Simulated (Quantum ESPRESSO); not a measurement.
# Hf2TaO5F3: convergence and cost over cutoff and k mesh

Computed values, not a measurement. The program is pw.x of Quantum ESPRESSO 7.5 (plane-wave density functional theory). The cell is made up: 11 atoms on a fluorite lattice with one site empty, with randomly drawn elements, strain and displacements, not relaxed. PseudoDojo standard norm-conserving files (v0.5 for PBE, v0.4.1 for LDA and PBEsol) set the functional; there is no spin polarisation, spin-orbit coupling or dispersion term, and the masses in the input are unused placeholders. A spin-polarised start on this cell or one of its family kept no moment.

The hafnium pseudopotential is less sure than the others, with forces about 3 percent (worst 6) and pressure in oxides about 1.5 GPa (worst 2.7) from a second method in checks, which no rerun with the same files tests.

Input of the run in row 2:

```
&control calculation='scf', pseudo_dir='./dojo.nc.sr.pbe.v0_5.standard.upf', outdir='./o', disk_io='low', tprnfor=.true., tstress=.true. /
&system ibrav=0, nat=11, ntyp=4, nbnd=50, ecutwfc=84.00895049, nosym=.true., tot_charge=0,
 occupations='smearing', smearing='fd', degauss=0.0018374661
/
&electrons conv_thr=7.350e-09, electron_maxstep=60, /
ATOMIC_SPECIES
F 1.0 F.upf
Hf 1.0 Hf.upf
O 1.0 O.upf
Ta 1.0 Ta.upf
CELL_PARAMETERS angstrom
4.9705 0.0 0.0
0.0 4.9705 0.0
0.0 0.0 4.9705
ATOMIC_POSITIONS angstrom
Hf -0.0665 0.011 0.0159
Hf -0.0767 2.5745 2.5033
Ta 2.4267 -0.0789 2.4585
O 1.3013 1.1712 1.359
F 1.1947 1.2068 3.8159
F 1.2014 3.7105 1.1907
O 1.2105 3.7299 3.8671
F 3.7669 1.2968 1.2449
O 3.7812 1.2137 3.7632
O 3.6838 3.8047 1.1805
O 3.7873 3.7533 3.7621
K_POINTS automatic
5 5 5 1 1 1
```

The same cell was run at these settings. Meshes are shifted by half a step, and differences are from the last row, which is itself not exact.

```
cutoff (eV)     k mesh  k points solved  threshold (eV)  free energy less the last row's (eV)  pressure (GPa)  largest stress difference (GPa)  largest force difference (eV/Å)  iterations  wall time (s)  k-point pools              processor
        800  2 x 2 x 2                4           1e-04                                 1.245          -10.20                            14.02                            0.088          12             11              4  AMD EPYC, Zen 5 class
       1143  5 x 5 x 5               63           1e-07                                 0.003            3.75                             0.03                            0.001          15            128              4  AMD EPYC, Zen 5 class
       1437  7 x 7 x 7              172           1e-07                                 0.000            3.78                             0.00                            0.000          15            550              4  AMD EPYC, Zen 5 class
```

Each pool is one process. Wall times include start-up and a band step at six k points, which weighs most on the coarsest meshes. The runs were on shared virtual cores whose load varied, so times are rough.